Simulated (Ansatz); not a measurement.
A generator proposed this cell of Ga2O.

Space group P-6m2 (No. 187). a = 4.525 Å, b = 4.525 Å, c = 2.769 Å, α = 90.00°, β = 90.00°, γ = 120.00°
```tsv
atom	site	symmetry	x	y	z
Ga	1b	-6m2	0.0000	0.0000	0.5000
Ga	1c	-6m2	0.3333	0.6667	0.0000
O	1f	-6m2	0.6667	0.3333	0.5000
```

Method: Ansatz 0.2.0, DFT PBE, scalar-relativistic, plane waves, PAW. Settings: cutoff 420 eV, Γ-centred mesh 6×6×6 on the computed 3-atom cell, Gaussian smearing of 0.10 eV; no spin polarisation.

The zero of energy is the elements' standard structures at the same level (O₂ as a molecule); no fitted shifts are applied.

Q: How far from equilibrium is it?

A: The pressure is -7.5 GPa (the mean over three directions, positive in compression), the largest force is 0.00 eV/Å (symmetry fixes the atoms), and the energy is +0.08 eV/atom against the elements. The shortest distance is 2.61 Å.

Q: How much does it gain on relaxing, and where does it end?

A: Relaxing gains about 0.56 eV/atom (the start's value is from the coarse mesh, so the gain is rough) in 36 ionic steps and ends at −0.49 eV/atom on the finer mesh. The symmetry stays P-6m2 (No. 187). The volume per atom grows by 8.4 %, from 16.4 to 17.7 Å³. The shortest distance goes from 2.61 Å (Ga–O) to 1.95 Å (Ga–O). The ratio c/a of the conventional cell changes by a factor of 2.61. Conventional cell: a = 3.375 Å, c = 5.397 Å. Ga on its first site has 3 O at 1.95 Å and 12 Ga at 3.33–3.37 Å; Ga on its second site is surrounded by 12 Ga at 3.33–3.37 Å and 6 O at 3.33 Å; O is surrounded by 3 Ga at 1.95 Å and 6 Ga at 3.33 Å.

The last run used an 18×18×10 mesh (in the run's order of axes) for its 3-atom cell and Gaussian smearing of 0.10 eV. No dispersion correction is applied, so the spacing and binding between layers, chains or molecules are poorly described. The relaxation can't lower the symmetry of the start. Symmetry constrained the relaxation, so the result can be a saddle point. Another cell of Ga2O relaxed alike, in Fmmm, lies 126 meV/atom lower, so this cell isn't the stable form at this level.
